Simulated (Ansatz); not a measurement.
The cell is Na2IF as one 4-atom ordering (R-3m) on the rocksalt lattice; cell and atoms were relaxed with r2SCAN. Space group R-3m (No. 166), trigonal; conventional cell a = 3.997 Å, c = 19.238 Å, 22.18 Å³ an atom. Around F lie 6 Na at 2.58 Å; around I lie 6 Na at 3.08 Å; around Na lie 3 F at 2.58 Å and 3 I at 3.08 Å.

```yaml
crystal:
  lattice:
    - [1.99850, 1.15383, 6.41279]
    - [-1.99850, 1.15383, 6.41279]
    - [0.00000, -2.30767, 6.41279]
  atoms:
    - { symbol: F, position: [0.00000, 0.00000, 0.00000] }
    - { symbol: I, position: [0.50000, 0.50000, 0.50000] }
    - { symbol: Na, position: [0.27280, 0.27280, 0.27280] }
    - { symbol: Na, position: [0.72720, 0.72720, 0.72720] }
```

The questions ask for values computed with Ansatz on this geometry. Simulation only: non-magnetic, and no claim that this is the phase found in nature.

(1) Is there a gap with r2SCAN, and of what kind?

(2) What does PBE give for the gap (8×8×8 mesh)?

(3) How does the gap change from r2SCAN to PBE+SOC (8×8×8)?

## Answers

(1) With r2SCAN the gap is 2.51 eV and direct, at Γ.

(2) PBE gives a direct gap of 1.94 eV at Γ. The gap differs by -0.57 eV from r2SCAN's.

(3) PBE+SOC gives a direct gap of 1.57 eV at Γ. Spin-orbit coupling itself accounts for -0.37 eV. The gap differs by -0.94 eV from r2SCAN's.

Only the levels marked +SOC include spin-orbit coupling.
